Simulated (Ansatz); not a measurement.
Relaxed MoS$_{2}$ (3R-MoS2 type, space group R3m):

```
CELL_PARAMETERS angstrom
      1.58761     0.91661     6.19494
     -1.58761     0.91661     6.19494
      0.00000    -1.83321     6.19494
ATOMIC_POSITIONS crystal
  Mo 0.00000 0.00000 0.00000
  S  0.75030 0.75030 0.75030
  S  0.58300 0.58300 0.58300
```

All values below come from r2SCAN+rVV10 (plane waves to 500 eV, PAW, scalar-relativistic; Ansatz, an electronic-structure program). k mesh 10×10×10 (Γ-centred), Fermi-Dirac smearing 0.05 eV. As the smearing reaches across the gap at some points, energies and forces of such displacements shift with the k mesh and the smearing. MoS2 is run without spin polarisation. MoS2 was relaxed with its symmetry unable to fall. This is one of several known forms of MoS2; the measured ambient cells at hand have space group No. 194.

One atom of the cell was then moved (with its periodic images), all else fixed, and the forces (eV/Å) came out as:

```json
[
 {"atom": "Mo1", "Fx": "0.000", "Fy": "0.000", "Fz": "9.244"},
 {"atom": "S2", "Fx": "0.000", "Fy": "0.000", "Fz": "-2.785"},
 {"atom": "S3", "Fx": "0.000", "Fy": "0.000", "Fz": "-6.459"}
]
```

Q: Which atom was moved, and by which vector (Å)?

A: Mo1, by (0.00, 0.00, -0.43), 0.43 Å in all.

(For displaced atoms, the force is minus the slope of the energy, and its curvature is a force constant, which sets phonon frequencies.)
